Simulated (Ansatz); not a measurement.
Li2Se (anti-fluorite, space group No. 225), PBEsol (plane waves, PAW; program Ansatz). The conduction-band minimum lies at X, with 3 equivalent valleys. Second derivatives d²E/dk² of the lowest band at one valley (eV·Å²), along Cartesian directions:

```tsv
direction	d²E/dk²
[100]	12.42
[010]	24.95
[001]	24.95
[110]	18.69
[101]	18.69
[011]	24.94
```

Task: Find the principal effective masses, the density-of-states mass and the conductivity mass.

Result: Off-diagonal terms follow from H_xy = H[110] − (H_xx + H_yy)/2, and m*/mₑ = 7.620 eV·Å² over each eigenvalue: 0.31, 0.31, 0.61. One valley's DOS mass (m₁m₂m₃)^(1/3) = 0.39, conductivity mass 3/(Σ 1/mᵢ) = 0.37 mₑ.

Task: What effective density of states Nc follows at 300 K for parabolic valleys?

Result: Nc = 2.509e19 × 3 × (0.39)^(3/2) ≈ 1.8e19 cm⁻³.

Space group Fm-3m (anti-fluorite). Symmetry was held in the PBEsol relaxation. Spin–orbit coupling is left out wherever it is not named.

Potentials: the later of the program's two PAW sets.

Edges and masses are those of Kohn–Sham bands, whose gap is no quasiparticle gap.
